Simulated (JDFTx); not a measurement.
Part of a log of JDFTx (a modified build) for bromine monochloride, BrCl (SMILES ClBr), charge 0, multiplicity 1 (PBE, GBRV ultrasoft potentials, plane waves to 20/100 Ha):

```
unit cell volume = 3951.89
Chosen fftbox size, S = [  84  70  70  ]
unit cell volume = 3951.89
Chosen fftbox size, S = [  80  60  60  ]
  'Cl' pseudopotential, 'SLA  PW   PBX  PBC' functional
  7 valence electrons, 2 orbitals, 6 projectors, 909 radial grid points, with lMax = 2
  'Br' pseudopotential, 'SLA  PW   PBX  PBC' functional
  7 valence electrons, 2 orbitals, 6 projectors, 879 radial grid points, with lMax = 2
Initialized 2 species with 2 total atoms.
Folded 1 k-points by 1x1x1 to 1 k-points.
nElectrons:  14.000000   nBands: 7   nStates: 1
average nbasis = 16885.000 , ideal nbasis = 16882.766
Correction to mu due to finite nuclear width = -0.00351498
   Cavity determined by nc: 0.00065 and sigma: 0.6
   Effective cavity tension: -5.2e-06 Eh/bohr^2 to account for cavitation and dispersion.
[...]
	Linear fluid (dielectric constant: 32.66) occupying 0.862738 of unit cell:	Completed after 16 iterations
[... later lines of the fluid solver are left out ...]
ElecMinimize: Iter:   0  Etot: -28.609600626418143  |grad|_K:  6.102e-05  alpha:  1.000e+00
ElecMinimize: Iter:   1  Etot: -28.610157570650930  |grad|_K:  2.675e-05  alpha:  1.263e+00  linmin: -9.965e-03
ElecMinimize: Iter:   2  Etot: -28.610258709678732  |grad|_K:  1.228e-05  alpha:  1.189e+00  linmin: -1.835e-04
ElecMinimize: Iter:   3  Etot: -28.610280026468825  |grad|_K:  6.061e-06  alpha:  1.196e+00  linmin: -5.091e-04
ElecMinimize: Iter:   4  Etot: -28.610284833630701  |grad|_K:  3.081e-06  alpha:  1.107e+00  linmin: -5.827e-04
ElecMinimize: Iter:   5  Etot: -28.610286105410317  |grad|_K:  1.557e-06  alpha:  1.133e+00  linmin: -1.336e-03
ElecMinimize: Iter:   6  Etot: -28.610286441951420  |grad|_K:  7.577e-07  alpha:  1.173e+00  linmin: -3.561e-03
ElecMinimize: Iter:   7  Etot: -28.610286510113816  |grad|_K:  3.422e-07  alpha:  1.003e+00  linmin: -2.784e-04
ElecMinimize: Iter:   8  Etot: -28.610286524429569  |grad|_K:  1.607e-07  alpha:  1.034e+00  linmin:  3.691e-05
ElecMinimize: Converged (|Delta Etot|<1.000000e-07 for 2 iters).

# Energy components:
   A_diel =       -0.0070497366962550
   Eewald =       -4.9476665435138534
       EH =       19.2164625748959388
     Eloc =      -46.6218808119844397
      Enl =        0.0756144196580593
      Exc =      -17.7105128160222627
 Exc_core =       11.4571083248234800
       KE =        9.9276380644097646
-------------------------------------
     Etot =      -28.6102865244295685
```

**Question.** Which solvation model was used?
(A) SaLSA
(B) linear PCM (GLSSA13)
(C) soft-sphere model
(D) SCCS (g03 parameters)

**Answer.** B, linear PCM (GLSSA13). The liquid was methanol (dielectric constant 32.7), no salt.
